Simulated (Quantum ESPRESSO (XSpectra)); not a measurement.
Quantum ESPRESSO (XSpectra) run for X-ray absorption at the N K edge of Si(CN2)2 (Pn-3m). Geometry: Materials Project entry mp-30160 (a computed structure). The cell is the entry's, not relaxed again. The ground-state test found a gap, so occupations are fixed and the excited electron is left out (charged cell on a uniform background); energies count from the highest occupied level. pw.x input:

```
&CONTROL
  calculation = 'scf'
  prefix = 'x'
  pseudo_dir = './pseudo'
  outdir = './out'
/
&SYSTEM
  ibrav = 0
  nat = 28
  ntyp = 4
  ecutwfc = 65
  tot_charge = 1
  occupations = 'fixed'
/
&ELECTRONS
  conv_thr = 2.8e-07
  mixing_beta = 0.4
/
ATOMIC_SPECIES
Nh 14.007 N.lda-tm-gipaw-star1s.UPF
Si 28.085 Si.lda-tm-gipaw.UPF
C 12.011 C.lda-tm-gipaw.UPF
N 14.007 N.lda-tm-gipaw.UPF
CELL_PARAMETERS angstrom
   6.684380000    6.684380000    0.000000000
   6.684380000    0.000000000    6.684380000
   6.684380000    0.000000000   -6.684380000
ATOMIC_POSITIONS crystal
Si     0.500000000    0.250000000    0.750000000
Si     0.500000000    0.750000000    0.250000000
Si     0.000000000    0.000000000    0.000000000
Si     0.000000000    0.500000000    0.500000000
C      0.250000000    0.375000000    0.125000000
C      0.250000000    0.875000000    0.625000000
C      0.250000000    0.375000000    0.625000000
C      0.250000000    0.875000000    0.125000000
C      0.750000000    0.875000000    0.625000000
C      0.750000000    0.375000000    0.125000000
C      0.750000000    0.375000000    0.625000000
C      0.750000000    0.875000000    0.125000000
Nh     0.854460000    0.718310000    0.572770000
N      0.854460000    0.218310000    0.072770000
N      0.645540000    0.322770000    0.677230000
N      0.645540000    0.822770000    0.177230000
N      0.145540000    0.427230000    0.281690000
N      0.145540000    0.927230000    0.781690000
N      0.354460000    0.322770000    0.677230000
N      0.354460000    0.822770000    0.177230000
N      0.145540000    0.427230000    0.572770000
N      0.145540000    0.927230000    0.072770000
N      0.354460000    0.322770000    0.968310000
N      0.354460000    0.822770000    0.468310000
N      0.854460000    0.427230000    0.572770000
N      0.854460000    0.927230000    0.072770000
N      0.645540000    0.031690000    0.677230000
N      0.645540000    0.531690000    0.177230000
K_POINTS automatic
2 2 2 0 0 0
```

xspectra.x input:

```
&input_xspectra
  calculation = 'xanes_dipole'
  edge = 'K'
  prefix = 'x'
  outdir = './out'
  xonly_plot = .false.
  xiabs = 1
  xcoordcrys = .false.
  xepsilon(1) = 1.0
  xepsilon(2) = 0.0
  xepsilon(3) = 0.0
  xniter = 1500
  xcheck_conv = 50
  xerror = 0.002
  x_save_file = 'x0.sav'
/
&plot
  xnepoint = 451
  xemin = -5.0
  xemax = 40.0
  xgamma = 0.5
  terminator = .true.
  cut_occ_states = .true.
/
&pseudos
  filecore = 'core.wfc'
/
&cut_occ
  cut_desmooth = 0.1
  cut_stepl = 0.01
  cut_ierror = 1e-6
/
3 3 3 1 1 1
```

End of the pw.x output:

```
    -5.6690  -5.4559  -5.2555  -5.1837  -5.1135  -5.1041  -5.0486  -4.9639
    -4.8765  -4.7951  -3.1329  -2.8689  -2.5654  -2.5085  -2.3469  -2.1049
    -2.0413  -2.0202  -1.7490  -1.7279  -1.2931  -1.2510  -1.0102  -0.9471

          k =-0.3536 0.3536-0.3536 ( 35684 PWs)   bands (ev):

   -23.9295 -20.3247 -19.3179 -19.0284 -19.0284 -18.3846 -18.0895 -18.0587
   -18.0587 -17.9955 -17.3312 -17.3312 -16.8659 -16.3990 -16.3234 -16.3234
   -15.1528 -13.3546 -11.8114 -11.4361 -11.2807 -10.3457 -10.2129 -10.2129
    -9.3872  -9.3872  -8.9540  -8.9540  -8.6312  -8.6312  -8.3546  -7.8908
    -7.8189  -7.8189  -6.2520  -6.1963  -6.1963  -6.0065  -6.0065  -5.6307
    -5.4476  -5.4476  -5.2571  -5.2571  -5.1813  -4.9709  -4.9709  -4.9321
    -4.9321  -4.7574  -3.3231  -3.0877  -3.0877  -2.2609  -2.2609  -2.1197
    -2.1137  -2.1137  -1.4951  -1.4440  -1.4440  -1.1569  -1.1569  -0.5390

     highest occupied level (ev):    -0.4791

!    total energy              =    -474.43948854 Ry
     estimated scf accuracy    <       0.00000011 Ry

     The total energy is the sum of the following terms:
     one-electron contribution =    -460.70071388 Ry
     hartree contribution      =     265.20963007 Ry
     xc contribution           =    -140.21175301 Ry
     ewald contribution        =    -138.73665172 Ry

     convergence has been achieved in  11 iterations

     XML data file, charge density, pseudopotentials, collected wavefunctions
```

xspectra.x output, shortened:

```
... Begin STEP 1 ...

        Radial transition matrix element(s) used in the calculation of the
        initial vector of the Lanczos basis (|tilde{phi}_abs> normalized)
        | For PAW proj. (l=1) #1: radial matrix element =   0.169731835
        | For PAW proj. (l=1) #2: radial matrix element =   0.216008163

NB: the     7 k-point are not all listed below because npool=  4
        |-------------------------------------------------------------
        ! k-point #     1:  ( 0.2357,  0.0000,  0.0000),  0.0741,   1
        |-------------------------------------------------------------
 okvan= F
        |   Norm of the initial Lanczos vector: 0.12192719E+00
        !   => CONVERGED at iter    750 with error=  0.00184409
        |-------------------------------------------------------------
        ! k-point #     2:  ( 0.4714, -0.2357, -0.2357),  0.0741,   1
        |-------------------------------------------------------------
 okvan= F
        |   Norm of the initial Lanczos vector: 0.12192729E+00
        !   => CONVERGED at iter    650 with error=  0.00192801
        |-------------------------------------------------------------
        ! k-point #     3:  ( 0.7071, -0.4714, -0.4714),  0.0741,   1
        |-------------------------------------------------------------
 okvan= F
        |   Norm of the initial Lanczos vector: 0.12192718E+00
        !   => CONVERGED at iter    750 with error=  0.00162332
        |-------------------------------------------------------------

        ...
... Begin STEP 2 ...

     The spectrum is calculated using the following parameters:
        energy-zero of the spectrum [eV]:   -0.4791
        the occupied states are elimintate from the spectrum
        xemin [eV]:  -5.00
        xemax [eV]:  40.00
        xnepoint:  451
        constant broadening parameter [eV]:    0.500
        Core level energy [eV]:  -409.9
         (from electron binding energy of neutral atoms in X-ray data booklet)

     Cross-section successfully written in xanes.dat

     ... End STEP 2 ...

     xanes        :    184.54s CPU    185.16s WALL (       1 calls)

     -------------------------------------------------------------------------
                                END JOB XSpectra
     -------------------------------------------------------------------------
```

xanes.dat for the field along x, every fifth line (energy in eV, cross section):

```
   -5.000   1.0340e-03
   -4.500   1.1500e-03
   -4.000   1.2910e-03
   -3.500   1.4640e-03
   -3.000   1.6830e-03
   -2.500   1.9650e-03
   -2.000   2.3410e-03
   -1.500   2.8630e-03
   -1.000   3.6280e-03
   -0.500   4.8290e-03
    0.000   6.8900e-03
    0.500   1.1070e-02
    1.000   2.1250e-02
    1.500   5.1160e-02
    2.000   7.8650e-02
    2.500   4.0660e-02
    3.000   2.7240e-02
    3.500   3.1850e-02
    4.000   4.0540e-02
    4.500   4.2400e-02
    5.000   4.5500e-02
    5.500   4.3910e-02
    6.000   3.7990e-02
    6.500   4.5320e-02
    7.000   4.9210e-02
    7.500   4.7370e-02
    8.000   5.2360e-02
    8.500   6.7950e-02
    9.000   6.5270e-02
    9.500   5.6980e-02
   10.000   5.3210e-02
   10.500   4.6290e-02
   11.000   3.9920e-02
   11.500   3.5160e-02
   12.000   3.0880e-02
   12.500   2.8930e-02
   13.000   2.6550e-02
   13.500   2.3370e-02
   14.000   2.0830e-02
   14.500   2.1620e-02
   15.000   2.4210e-02
   15.500   2.5470e-02
   16.000   2.4510e-02
   16.500   2.2810e-02
   17.000   2.1040e-02
   17.500   1.9000e-02
   18.000   1.8740e-02
   18.500   1.8250e-02
   19.000   1.8410e-02
   19.500   1.8940e-02
   20.000   2.0120e-02
   20.500   2.2720e-02
   21.000   2.5950e-02
   21.500   2.7410e-02
   22.000   2.9890e-02
   22.500   3.0490e-02
   23.000   3.1400e-02
   23.500   3.1040e-02
   24.000   3.0560e-02
   24.500   3.0730e-02
   25.000   3.3540e-02
   25.500   3.5340e-02
   26.000   3.9070e-02
   26.500   4.2850e-02
   27.000   4.2190e-02
   27.500   4.0160e-02
   28.000   3.8580e-02
   28.500   3.7050e-02
   29.000   4.2080e-02
   29.500   4.3210e-02
   30.000   4.2340e-02
   30.500   3.8440e-02
   31.000   3.5770e-02
   31.500   3.4250e-02
   32.000   3.2870e-02
   32.500   3.0420e-02
   33.000   2.9730e-02
   33.500   2.8670e-02
   34.000   2.7720e-02
   34.500   2.4440e-02
   35.000   2.1740e-02
   35.500   1.9980e-02
   36.000   1.9370e-02
   36.500   1.9720e-02
   37.000   1.9550e-02
   37.500   1.9540e-02
   38.000   2.0520e-02
   38.500   2.0230e-02
   39.000   2.0210e-02
   39.500   1.9900e-02
   40.000   1.9620e-02
```
